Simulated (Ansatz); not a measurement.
## NbRu (Pm-3m), clamped-ion strain scan

Method: DFT r2SCAN, scalar-relativistic, plane waves, PAW (Ansatz 0.2.0). Settings: plane waves to 500 eV, k-mesh 16×16×16 (Γ-centred), Gaussian smearing 0.15 eV. No spin polarisation. Energies are free energies at this smearing, counted from the undisturbed cell; pressure is positive in compression.

The starting cell (as given, not relaxed at this level; it stands at -5.5 GPa, and it needn't be the usual structure):

```
Nb Ru
1.0
     3.18400    0.00000    0.00000
     0.00000    3.18400    0.00000
     0.00000    0.00000    3.18400
Nb Ru
1 1
Direct
  0.00000 0.00000 0.00000
  0.50000 0.50000 0.50000
```

The cell is strained by ε times the Voigt pattern (0, 1, 0, 0, 0, 0) (xx, yy, zz, yz, xz, xy; engineering shear) with fractional coordinates fixed. The cell is metallic on the mesh throughout.

Q: Over the sampled range (-0.1500 to 0.1500), is the undisturbed cell the lowest point?

A: No: the energy is lower at ε = -0.0375, -8.3 in ΔE (meV/atom).

Q: Which end lies higher in energy, -0.1500 or +0.1500?

A: -0.1500: 320.6 against 257.7.

The scan:

| ε | ΔE (meV/atom) |
| --- | --- |
| -0.1500 | 320.6 |
| -0.1125 | 129.3 |
| -0.0750 | 26.9 |
| -0.0375 | -8.3 |
| 0.0000 | 0.0 |
| 0.0375 | 27.8 |
| 0.0750 | 76.4 |
| 0.1125 | 153.8 |
| 0.1312 | 202.5 |
| 0.1500 | 257.7 |